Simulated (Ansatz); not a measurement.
One run on ScCo (Pm-3m): total moment held at 0.3 μB

Level of theory: DFT, r2SCAN, all-electron PAW with datasets made for the crystal, scalar-relativistic (Ansatz 0.2.0).

Command: `ansatz run input.yaml --threads 1 --pin off --max-ram 3072MiB --backend cpu --events-out ev --progress --plain --runs-dir out`

```yaml
crystal:
  lattice:
    - [3.145, 0.0, 0.0]
    - [0.0, 3.145, 0.0]
    - [0.0, 0.0, 3.145]
  atoms:
    - { symbol: Sc, position: [0.5, 0.5, 0.5], spin: -0.6 }
    - { symbol: Co, position: [0.0, 0.0, 0.0], spin: 0.9 }
magnetization:
  spin_polarized: true
  initial_magnetization: 0.3
  spin_locking: { lock_magnetization: hard }
kpoints:
  mp_grid: { grid: [9, 9, 9] }
scf:
  occupations: { method: fermi_dirac, width: 0.05 }
  lower_state_search: "off"
hamiltonian:
  xc: r2scan
  pseudopotentials: { kind: all_electron, datasets: crystal }
output:
  forces: true
  stress: true
  eigenvalues: false
```

The program prints:

```
Warning: This run holds its total moment fixed (magnetization.spin_locking.lock_magnetization: hard) and mixes its density by anderson or broyden (scf.mixing.algorithm, typed or taken by auto). Slabs with a fixed moment have converged under broyden above another state at the same moment, at the default mixing steps and at smaller ones, and under scf.lower_state_search: standard, light or off a sta …
settings of this run that can trade accuracy for cost: output.eigenvalues: false. Do not mix this run's numbers with those of runs without the same settings; the input reference describes each key
hamiltonian.pseudopotentials.datasets: crystal makes datasets for this crystal and solves the spheres of its atoms anew in each pass: cutoff 240.0 eV, the density's 1680.0 eV; for an error of 0.50 meV an atom under PBE, 1.0 meV for the cell; an energy difference from a run of another recipe may be off by several times the error for the cell, under r2SCAN by more, where some 0.1 meV an atom stays a …
band count auto-derived: 21 (N_el = 28.0; filled up to band 15; 19 by the electrons, moments and atoms)
Engine: ansatz 0.2.0
Pseudopotentials: kind: all_electron
Pseudopotential: Sc, paw, valence charge 11, recommended cutoff 240 eV (normal), crystal/all_electron/r2scan/scalar/gaussian/Sc, Koelling and Harmon's equation, gaussian nucleus
Pseudopotential: Co, paw, valence charge 17, recommended cutoff 240 eV (normal), crystal/all_electron/r2scan/scalar/gaussian/Co, Koelling and Harmon's equation, gaussian nucleus
Functional definition: r2SCAN
  parameter k0 = 0.174
  parameter k1 = 0.065
  parameter a1 = 4.9479
  exchange = r2scan_x(k0 = k0, k1 = k1, a1 = a1)
  correlation = r2scan_c
Crystal: 2 atoms, lattice volume = 31.107 Å³
Basis set: ecut = 240 eV, 251 PW (Γ), exchange–correlation on 72×72×72 points (27 copies of the dense FFT grid, shifted against one another)
Bands: 21, of which v1, the nominal top of the filled ones, is band 14 counted from 1 (13 counted from 0)
Symmetry: 48 space group operations
Space group: Pm-3m (ITA 221), of the structure as read, at distance tolerance 3.1e-5 Å
Magnetic group: BNS 221.92 (UNI 1594), of the structure as read, at distance tolerance 3.1e-5 Å
k-points: 35 of 729
Non-local potential: Sc, projectors of the file, l = 0: 3, l = 1: 2, l = 2: 2
Non-local potential: Co, projectors of the file, l = 0: 3, l = 1: 3, l = 2: 2
PAW form: soft (Blöchl's): semilocal exchange-correlation on the pseudo side does not see the compensation charge
PAW one-centre angular grid: Sc, 590 points (default); XC on its mesh's 1949 points in the sphere
PAW one-centre angular grid: Co, 590 points (default); XC on its mesh's 1933 points in the sphere
Initial density: superposition of atomic densities (chi_scale 0.1, normalization cell)
Starting moments: Σ|m| = 1.5 μB on 2 of 2 sites
Initial wavefunctions: pseudopotential atomic-orbital guess
Functional: x = r2scan, c = r2scan; τ floored in thin density (d = 2e-4 eV/Å³)
iter 1 solved again at ethr=7.28e-2 eV; its pass at ethr=1.00e-1 eV (dr2=2.04e1 eV) is discarded
SCF iter   1: F=—  HF=-58727.185468 eV  |F-HF|=—  |Δ(HF+E_count)|=         —  Δρ=1.22e-1 (↑1.22e-1 ↓1.22e-1)  dr2=2.07e1  dr2_τ=7.29e-3  dr2_m=5.37e-2  M=0.300 μB ∫|m|=1.327 μB  β_m=1.20  ethr=7.28e-2  ⟨swp⟩=2.0  Hψ=7652  notcnv=0
preconditioner: auto → none  [metal: Δε(μ)=0.059 eV  Ē_g=6.135 eV  σ=0.050 eV  W_gap=0.28  n_scr=6 (ndim 8)  ℏωp=23.1 eV  f_vac=0.000  D(μ)=2.17/eV (n_scr^D=26)  sad-step TF]
SCF iter   2: F=—  HF=-58728.963150 eV  |F-HF|=—  |Δ(HF+E_count)|=    1.78e0  Δρ=1.38e-1 (↑8.20e-2 ↓1.38e-1)  dr2=2.02e1  dr2_τ=1.66e-2  dr2_m=2.28e-1  M=0.300 μB ∫|m|=0.519 μB  β_m=1.20  ethr=7.28e-2  ⟨swp⟩=3.0  Hψ=3309  notcnv=0  κ⁻¹=1.0e0(r=1)
iter 3 solved again at ethr=1.76e-3 eV; its pass at ethr=7.21e-2 eV (dr2=4.93e-1 eV) is discarded
SCF iter   3: F=—  HF=-58725.276040 eV  |F-HF|=—  |Δ(HF+E_count)|=    3.69e0  Δρ=3.41e-2 (↑1.27e-2 ↓3.41e-2)  dr2=5.21e-1  dr2_τ=6.74e-5  dr2_m=5.20e-2  M=0.300 μB ∫|m|=1.206 μB  β_m=1.20  ethr=1.76e-3  ⟨swp⟩=3.3  Hψ=6141  notcnv=0  defer=1  κ⁻¹=6.7e-3(r=2)
SCF iter   4: F=—  HF=-58725.245053 eV  |F-HF|=—  |Δ(HF+E_count)|=   3.10e-2  Δρ=3.12e-2 (↑3.12e-2 ↓2.04e-2)  dr2=1.10e0  dr2_τ=9.18e-4  dr2_m=1.23e-2  M=0.300 μB ∫|m|=1.548 μB  β_m=1.20  ethr=1.76e-3  ⟨swp⟩=3.8  Hψ=3852  notcnv=0  defer=2  κ⁻¹=3.3e-3(r=3)
SCF iter   5: F=—  HF=-58725.347308 eV  |F-HF|=—  |Δ(HF+E_count)|=   1.02e-1  Δρ=4.48e-3 (↑4.48e-3 ↓4.03e-3)  dr2=2.05e-2  dr2_τ=8.91e-6  dr2_m=3.59e-4  M=0.300 μB ∫|m|=1.533 μB  β_m=1.20  ethr=1.76e-3  ⟨swp⟩=2.3  Hψ=2969  notcnv=0  κ⁻¹=4.7e-4(r=4)
SCF iter   6: F=—  HF=-58725.480995 eV  |F-HF|=—  |Δ(HF+E_count)|=   1.34e-1  Δρ=9.00e-3 (↑9.00e-3 ↓1.97e-3)  dr2=3.90e-2  dr2_τ=2.17e-5  dr2_m=4.98e-3  M=0.300 μB ∫|m|=1.568 μB  β_m=1.20  ethr=7.34e-5  ⟨swp⟩=3.1  Hψ=5004  notcnv=0  defer=1  κ⁻¹=3.0e-5(r=5)
SCF iter   7: F=—  HF=-58725.507289 eV  |F-HF|=—  |Δ(HF+E_count)|=   2.63e-2  Δρ=7.32e-3 (↑7.32e-3 ↓1.96e-3)  dr2=2.97e-2  dr2_τ=1.47e-5  dr2_m=3.31e-3  M=0.300 μB ∫|m|=1.682 μB  β_m=1.20  ethr=7.34e-5  ⟨swp⟩=3.1  Hψ=3093  notcnv=0  κ⁻¹=1.6e-5(r=6)
SCF iter   8: F=—  HF=-58725.511666 eV  |F-HF|=—  |Δ(HF+E_count)|=   4.38e-3  Δρ=3.91e-3 (↑3.91e-3 ↓1.21e-3)  dr2=5.51e-3  dr2_τ=3.69e-6  dr2_m=1.50e-3  M=0.300 μB ∫|m|=1.802 μB  β_m=1.20  ethr=7.34e-5  ⟨swp⟩=2.8  Hψ=3050  notcnv=0  κ⁻¹=3.3e-6(r=7)
SCF iter   9: F=—  HF=-58725.525143 eV  |F-HF|=—  |Δ(HF+E_count)|=   1.35e-2  Δρ=3.35e-3 (↑3.35e-3 ↓2.00e-3)  dr2=3.14e-3  dr2_τ=3.81e-6  dr2_m=1.69e-3  M=0.300 μB ∫|m|=1.869 μB  β_m=1.20  ethr=1.97e-5  ⟨swp⟩=2.9  Hψ=2719  notcnv=0  κ⁻¹=1.8e-6(r=8)
SCF iter  10: F=—  HF=-58725.537344 eV  |F-HF|=—  |Δ(HF+E_count)|=   1.22e-2  Δρ=1.03e-3 (↑7.39e-4 ↓1.03e-3)  dr2=3.05e-4  dr2_τ=5.00e-7  dr2_m=1.50e-4  M=0.300 μB ∫|m|=2.076 μB  β_m=1.20  ethr=1.12e-5  ⟨swp⟩=3.9  Hψ=3325  notcnv=0  κ⁻¹=6.7e-6(r=8)
SCF iter  11: F=—  HF=-58725.546470 eV  |F-HF|=—  |Δ(HF+E_count)|=   9.13e-3  Δρ=7.94e-4 (↑7.94e-4 ↓4.67e-4)  dr2=4.86e-4  dr2_τ=5.77e-6  dr2_m=1.43e-5  M=0.300 μB ∫|m|=2.147 μB  β_m=1.20  ethr=1.09e-6  ⟨swp⟩=3.4  Hψ=4239  notcnv=0  κ⁻¹=6.7e-6(r=8)
SCF iter  12: F=—  HF=-58725.546851 eV  |F-HF|=—  |Δ(HF+E_count)|=   3.80e-4  Δρ=4.83e-4 (↑2.68e-4 ↓4.83e-4)  dr2=1.58e-4  dr2_τ=3.05e-8  dr2_m=6.66e-6  M=0.300 μB ∫|m|=2.136 μB  β_m=1.20  ethr=1.09e-6  ⟨swp⟩=2.8  Hψ=2526  notcnv=0  κ⁻¹=2.7e-5(r=8)
SCF iter  13: F=—  HF=-58725.547049 eV  |F-HF|=—  |Δ(HF+E_count)|=   1.98e-4  Δρ=2.26e-4 (↑2.26e-4 ↓1.15e-4)  dr2=8.46e-6  dr2_τ=2.14e-8  dr2_m=6.93e-6  M=0.300 μB ∫|m|=2.149 μB  β_m=1.20  ethr=5.64e-7  ⟨swp⟩=3.0  Hψ=2859  notcnv=0  κ⁻¹=2.7e-5(r=8)
SCF iter  14: F=—  HF=-58725.547114 eV  |F-HF|=—  |Δ(HF+E_count)|=   6.43e-5  Δρ=9.10e-5 (↑9.10e-5 ↓3.54e-5)  dr2=3.21e-6  dr2_τ=9.99e-10  dr2_m=3.92e-7  M=0.300 μB ∫|m|=2.140 μB  β_m=1.20  ethr=3.02e-8  ⟨swp⟩=3.4  Hψ=3815  notcnv=0  κ⁻¹=2.0e-6(r=8)
SCF iter  15: F=—  HF=-58725.547116 eV  |F-HF|=—  |Δ(HF+E_count)|=   2.69e-6  Δρ=6.33e-5 (↑2.49e-5 ↓6.33e-5)  dr2=1.24e-6  dr2_τ=2.08e-9  dr2_m=3.27e-7  M=0.300 μB ∫|m|=2.143 μB  β_m=1.20  ethr=1.15e-8  ⟨swp⟩=3.2  Hψ=2922  notcnv=0  κ⁻¹=1.2e-5(r=8)
SCF iter  16: F=—  HF=-58725.547120 eV  |F-HF|=—  |Δ(HF+E_count)|=   3.43e-6  Δρ=1.31e-5 (↑1.31e-5 ↓6.65e-6)  dr2=7.85e-8  dr2_τ=1.90e-10  dr2_m=7.98e-9  M=0.300 μB ∫|m|=2.143 μB  β_m=1.20  ethr=4.42e-9  ⟨swp⟩=3.0  Hψ=2747  notcnv=0  κ⁻¹=2.2e-5(r=8)
SCF iter  17: F=—  HF=-58725.547120 eV  |F-HF|=—  |Δ(HF+E_count)|=   2.35e-7  Δρ=1.31e-5 (↑5.72e-6 ↓1.31e-5)  dr2=6.47e-8  dr2_τ=2.63e-11  dr2_m=7.41e-9  M=0.300 μB ∫|m|=2.143 μB  β_m=1.20  ethr=2.80e-10  ⟨swp⟩=3.6  Hψ=3068  notcnv=0  κ⁻¹=2.4e-6(r=8)
SCF iter  18: F=-58725.547120 eV  HF=-58725.547120 eV  |F-HF|=1.15e-8  |Δ(HF+E_count)|=   9.34e-8  Δρ=2.69e-6 (↑2.10e-6 ↓2.69e-6)  dr2=1.26e-9  dr2_τ=7.59e-12  dr2_m=1.11e-9  M=0.300 μB ∫|m|=2.142 μB  ethr=2.31e-10  ⟨swp⟩=3.2  Hψ=2791  notcnv=0
SCF 1 converged in 18 iterations: F = -58725.547114 eV  dr2 = 1.26e-9
  Residual-converged pass: ⟨swp⟩=3.9  Hψ=3347  notcnv=0  max |occ|·‖R‖ = 5.2e-6 eV (tolerance 5.3e-6 eV)  dr2=1.23e-9  dr2_τ=7.46e-12  dr2_m=1.10e-9  dr2_onsite=1.21e-8  max |Δocc| = 1.3e-10
  greatest PAW one-centre occupation: 1.008 electrons in one spin orbital (limit 2), on the Co atom at site 1 (counted from 0), in its partial waves of l = 0
this state was not tested for a lower state beside it, because the mixer in use, unlike msr1, does not test its closes by its own steps (another_mixer; see scf.mixing.algorithm and scf.lower_state_search)
SCF converged after 18 iterations
Magnetization: 0.3000 μB (14.1500 up, 13.8500 down)
Absolute magnetization: 2.1422 μB (∫|ρ↑−ρ↓|)
Spin contamination: 0.5737 ħ² per cell (⟨S²⟩ above its minimum at these occupations)
Per-site moments (μB) at R_I (Å): [(-0.3972049990868584, 1.1235055816470996), (1.176469587308282, 1.1235055816470996)]
Free energy (F): -58725.547114 eV
Harris-Foulkes:  -58725.547114 eV  (|F-HF|=1.15e-8)
Internal energy: -58725.537472 eV  (E = F + TS)
E sigma→0 (E₀):  -58725.542293 eV
Entropy (-TS):   -0.009643 eV (-4.821 meV/atom)
Past the cutoff: the bands carry plane waves up to 2.50 times it, of which those up to 1.5 times it add -0.002129 eV an atom, each by itself; the spheres take 0.000599 eV an atom off the energy for waves past 2.50 times it
Past the cutoffs: a stress includes 0.0082 GPa for waves and charges beyond them, in addition to the slope of what the spheres take
In the spheres:  the bands' charges fall short by 8.6e-6 e at most (sound up to 1e-3)
Fermi energy:    13.982533 (↑ 14.063829, ↓ 13.901236) eV
--- Per-component energies (eV) ---
  E_band       = -453.130798
  E_kinetic    = 188.936811
  E_local      = -2080.443780  (includes V_loc(G=0)·N_el)
  E_nonlocal   = -1003.818541
  E_hartree    = 1113.818159
  E_xc         = -74.357750
  E_vxc        = -109.288283  (∫ρ·V_xc dr)
  E_paw        = -60302.886006  (= ΣΔE_a)
  E_vpaw       = -6466.849668  (= ΣTr[D̂ρ^β])
  E_vtau       = 7.752221  (kinetic-family band-sum trace: ∫τ·v_τ [+ j·A + Jᵃ·Aᵃ] dr)
  E_ewald      = -3349.728448
  E_smearing   = -0.009643  (= −TS)
  E_closure    = 6782.942083  (closes the sum)
  Σ components = -58725.547114   (vs F -58725.547114, Δ=0.00e0)
  The terms above E_closure are by the made datasets' own strengths, without shells solved beside the bands.
--- Forces (eV/Å), atoms counted from 1 ---
  atom   1  Sc     0.00000000    -0.00000000    -0.00000000
  atom   2  Co    -0.00000000    -0.00000000     0.00000000
  max |Σ_I F_I| component: 1.75e-29 eV/Å
--- Stress (GPa, compression-positive) ---
       -0.045625       0.000000       0.000000
        0.000000      -0.045625       0.000000
        0.000000       0.000000      -0.045625
  P = ⅓ Tr σ = -0.0456 GPa (-0.456 kbar)
settings of this run that can trade accuracy for cost: output.eigenvalues: false. Do not mix this run's numbers with those of runs without the same settings; the input reference describes each key
```

Site moments (μB): Sc1 -0.40, Co2 1.18. Cell moment 0.30 μB.

The magnetic group in the log treats spin as a scalar label, without spin–orbit coupling.

The Ansatz runs typed with the search for lower states off end where their start leads. r²SCAN is known to give itinerant transition metals moments and polarisation energies that are too large. These are results for the start and cell typed. The real compound can order otherwise, in a larger cell, or not at all, since semilocal functionals at zero temperature often overstate magnetism.

It took 16 s on 1 thread of Arm Neoverse V2, with other jobs on the host, peak memory 0.71 GiB.
